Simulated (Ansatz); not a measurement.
Ba:
```yaml
crystal:
  lattice:
    - [-2.52531, 2.52531, 2.52531]
    - [2.52531, -2.52531, 2.52531]
    - [2.52531, 2.52531, -2.52531]
  atoms:
    - { symbol: Ba, position: [0.00000, 0.00000, 0.00000] }
```

Relaxed with r²SCAN+D4. Special points in fractions of this cell's reciprocal vectors: Γ (0.000, 0.000, 0.000); H (0.500, -0.500, 0.500); N (0.000, 0.000, 0.500); P (0.250, 0.250, 0.250).

Q: List the band energies nearest the Fermi level at these points for r²SCAN+D4 (plane waves, PAW; program Ansatz).

A: In eV from the Fermi level; about four levels below and three above (degenerate sets whole), none deeper than 8.9 eV; points with the same levels are listed once.

```
k        below           above
-  -----------  --------------
Γ        -2.83  2.13 2.13 2.13
H  -0.57 -0.57  4.29 4.29 4.29
N        -0.83  0.91 1.15 3.50
P            –  0.57 0.57 0.57
```

Space group Im-3m (bcc (W type)). Symmetry was held in the r²SCAN+D4 relaxation. The pairwise dispersion correction was not fitted to metals. Spin–orbit coupling is left out wherever it is not named.

Potentials: the later of the program's two PAW sets.
